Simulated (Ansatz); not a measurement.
Cs:
```xyz
1
Lattice="-3.1218 3.1218 3.1218 3.1218 -3.1218 3.1218 3.1218 3.1218 -3.1218" Properties=species:S:1:pos:R:3 pbc="T T T"
Cs     0.0000     0.0000     0.0000
```

Relaxed with r²SCAN+D4. Special points in fractions of this cell's reciprocal vectors: Γ (0.000, 0.000, 0.000); H (0.500, -0.500, 0.500); N (0.000, 0.000, 0.500); P (0.250, 0.250, 0.250).

List the band energies nearest the Fermi level at these points for the program Ansatz at the r²SCAN+D4 level (PAW).

In eV from the Fermi level; about four levels below and three above (degenerate sets whole), none deeper than 8.9 eV; points with the same levels are listed once.

```csv
k,below,above
Γ,-1.73,2.77 2.77 2.77
H,–,0.69 0.69 3.08 3.08 3.08
N,–,0.12 0.74 1.85
P,–,0.99 0.99 0.99
```

Space group Im-3m (bcc (W type)). The r²SCAN+D4 relaxation kept the symmetry of its start. The pairwise dispersion correction was not fitted to metals. Spin–orbit coupling is left out wherever it is not named.

Potentials: the later of the program's two PAW sets.
